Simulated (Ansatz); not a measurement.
One crystal and one scan (scan of one atom of the cell) at two levels, PBE (plane waves to 420 eV, PAW, scalar-relativistic; Ansatz, a program for electronic structure) and r2SCAN (plane waves to 500 eV, PAW, scalar-relativistic; Ansatz), each from its own relaxed cell and on its own mesh. The cell shown is that of PBE.

Relaxed CdSe (wurtzite):

```xyz
4
Lattice="4.3827 0.0000 0.0000 -2.1914 3.7955 0.0000 0.0000 0.0000 7.1545" Properties=species:S:1:pos:R:3 pbc="T T T"
Cd     2.1914     1.2652     0.0034
Cd     0.0000     2.5304     3.5806
Se     2.1914     1.2652     4.4696
Se     0.0000     2.5304     0.8924
```

In each cell atom 2 (Cd, nearest neighbour Se at 2.682 Å; its periodic images, 4.4 Å or more away, move with it) moves by s·(1.000, 0.000, 0.000) (along Cartesian x), the rest being held.

Energies are smeared free energies. CdSe was relaxed with its symmetry unable to fall. Percentages come from the unrounded values. Both scans cover s from -0.800 to 0.800 Å.

Results of PBE:

```
Quantity                                                                                                                  Result
----------------------------------------------------------------  --------------------------------------------------------------
Lattice constant a (Å)                                                                                                     4.383
Lattice constant c (Å)                                                                                                     7.154
Relaxed volume (Å³/atom)                                                                                                   29.75
Energy at s = 0.800 Å (meV/cell)                                                                                            1915
Force along the line at s = -0.800 Å (eV/Å)                                                                                6.272
Force constant k = d²E/ds² at s = 0 (finite differences) (eV/Å²)                                                            4.01
Symmetry of the curve                                                                              even: the same for both signs
Shape of the curve                                                a single well with its minimum at or next to zero displacement
```

Task: What does r2SCAN give for the same quantities?

Result: 
```
quantity                                                          r2SCAN     PBE − r2SCAN
----------------------------------------------------------------  ------  ---------------
Lattice constant a (Å)                                             4.340  +0.043 (+1.0 %)
Lattice constant c (Å)                                             7.078  +0.076 (+1.1 %)
Relaxed volume (Å³/atom)                                           28.86   +0.89 (+3.1 %)
Energy at s = 0.800 Å (meV/cell)                                    2130     -215 (-10 %)
Force along the line at s = -0.800 Å (eV/Å)                        6.951  -0.679 (-9.8 %)
Force constant k = d²E/ds² at s = 0 (finite differences) (eV/Å²)    4.49    -0.48 (-11 %)
```

PBE gives the higher value for: lattice constant a; lattice constant c; relaxed volume. PBE gives the lower value for: energy at s = 0.800 Å; force along the line at s = -0.800 Å; force constant k = d²E/ds² at s = 0. Both give the same symmetry of the curve: even: the same for both signs. Neither level is exact: the differences show how much the result hangs on the functional.

(A displaced cell: forces are minus the slopes of the energy, force constants its curvatures, and phonons follow from these.)
